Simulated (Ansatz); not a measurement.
Space group I-42m (No. 121). a = 5.993 Å, b = 5.993 Å, c = 11.978 Å, α = 90.00°, β = 90.00°, γ = 90.00°
```tsv
atom	site	symmetry	x	y	z
Cd	8i	..m	0.2428	0.7572	0.1279
Se	2b	-42m	0.5000	0.5000	0.0000
S	4d	-4..	0.0000	0.5000	0.2500
S	2a	-42m	0.0000	0.0000	0.0000
```

Equation of state of this Cd₄SeS₃ structure (not necessarily the ground state), with shape and atoms relaxed at each volume where symmetry leaves them free. These are results of DFT PBE, scalar-relativistic, plane waves, PAW in Ansatz 0.2.0, not measurements.

Cutoff 420 eV; k points 6×6×6 on the computed 8-atom cell (Γ-centred); Gaussian smearing, width 0.02 eV; no spin polarisation.

```csv
V (Å³/atom),E − E(largest V) (meV/atom),P (GPa),gap on mesh (eV)
23.661,43.62,8.81,1.15
24.468,6.47,6.03,1.09
25.274,-17.81,3.68,1.02
26.081,-31.22,1.70,0.95
26.888,-35.46,0.03,0.89
27.694,-31.95,-1.39,0.82
28.501,-21.88,-2.58,0.76
29.576,0.00,-3.89,0.67
```

Problem. Fit a third-order Birch–Murnaghan equation, E = E0 + (9V0B0/16)·[(x − 1)³B0' + (x − 1)²(6 − 4x)] with x = (V0/V)^(2/3), to E(V).

Solution. V0 = 26.90 Å³/atom, B0 = 51 GPa, B0' = 4.6.

The cell was found from a structure generator's guess, not taken from experiment.
